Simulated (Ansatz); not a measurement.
Ca2SeO as one 4-atom ordering (R-3m) on the rocksalt lattice, relaxed with r2SCAN, was run in the plane-wave code Ansatz under altered settings. All numbers are computed, without spin polarisation but where a row says otherwise.

```
CELL_PARAMETERS angstrom
1.88463 1.08809 6.29203
-1.88463 1.08809 6.29203
0.00000 -2.17618 6.29203
ATOMIC_POSITIONS crystal
O 0.00000 0.00000 0.00000
Se 0.50000 0.50000 0.50000
Ca 0.26397 0.26397 0.26397
Ca 0.73603 0.73603 0.73603
```

The base run's other keys:
```yaml
kpoints:
  mp_grid: { grid: [4, 4, 4] }
hamiltonian:
  xc: hse06
scf:
  occupations: { method: fixed }
  n_extra_bands: 5
```

It takes 16 iterations with 1503 plane waves at 420 eV and 13 k points, and leaves a mean stress of +0.33 GPa. The gap over this mesh is 2.689 eV. It ran on 4 threads of Arm Neoverse N1 (shared host).

Outcomes, with energy and stress as changes against the base:

| setting | outcome | ΔF (meV/atom) | Δ mean stress (GPa) | gap on the mesh (eV) | iterations | wall time |
| --- | --- | --- | --- | --- | --- | --- |
| PBE hybrid, exx coeff 0.15, omega 0.5 1/Å | converged | – | +0.5 | 1.980 | 15 | 30 s |
| PBE hybrid, exx coeff 0.4, omega 0.2078 1/Å | converged | – | -0.6 | 3.322 | 20 | 34 s |
| scf.occupations: fermi_dirac 0.2 | converged | 0.0 | 0.0 | 2.689 | 15 | 31 s |

A dash marks a value that wasn't obtained or can't be compared. Stress is positive in compression. The base took 30 s.

- PBE hybrid, exx coeff 0.15, omega 0.5 1/Å. That is 15 % exact exchange, screened with ω = 0.5 1/Å, against HSE06's 25 % screened at 0.208 1/Å. The mean stress moves by +0.5 GPa and the gap on the mesh by -0.708 eV (to 1.980). Totals of different functionals aren't comparable.
- PBE hybrid, exx coeff 0.4, omega 0.2078 1/Å. That is 40 % exact exchange, screened with ω = 0.2078 1/Å, against HSE06's 25 % screened at 0.208 1/Å. The mean stress moves by -0.6 GPa and the gap on the mesh by +0.634 eV (to 3.322). Totals of different functionals aren't comparable.

Within 1 meV an atom, 0.1 GPa and 0.005 eV of the base stay: scf.occupations: fermi_dirac 0.2.

Spin-orbit coupling is left out.

The program warns that its thresholds are loose for a hybrid's stress.

The meshes of the hybrids are coarse, so their gaps aren't converged to the digits shown.
